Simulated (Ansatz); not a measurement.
Input:

In2Pt:
```cif
data_In2Pt
_chemical_formula_sum 'Pt1 In2'
_space_group_name_H-M_alt 'P 1'
_space_group_IT_number 1
_cell_length_a 4.50702
_cell_length_b 4.50702
_cell_length_c 4.50702
_cell_angle_alpha 60.000
_cell_angle_beta 60.000
_cell_angle_gamma 60.000
loop_
_space_group_symop_operation_xyz
  'x, y, z'
loop_
_atom_site_label
_atom_site_type_symbol
_atom_site_fract_x
_atom_site_fract_y
_atom_site_fract_z
_atom_site_occupancy
Pt1 Pt 0.00000 0.00000 0.00000 1
In1 In 0.25000 0.25000 0.25000 1
In2 In 0.75000 0.75000 0.75000 1
```

This is the PBEsol-relaxed structure.

### Question
All from PBEsol in the plane-wave PAW code Ansatz, unless another level is named. Predict the formation energy from the elements (no fitted shifts).

### Answer
-0.48 eV/atom.

### Question
What about the density of states at the Fermi level?

### Answer
0.39 states/eV per atom (mean over ±0.08 eV).

### Question
And the gap with spin–orbit coupling?

### Answer
none (metallic).

Space group Fm-3m (fluorite or antifluorite type). The workflow started from an entry of the Crystallography Open Database (COD). Whether it is the stable phase at ambient conditions was not checked. Symmetry was held in the PBEsol relaxation; whether a distortion lowers the energy is not shown. No spin polarisation was allowed. The references are the lowest solids computed at this level, not always the standard phases. Spin–orbit coupling is left out wherever it is not named.

Potentials: the later of the program's two PAW sets.
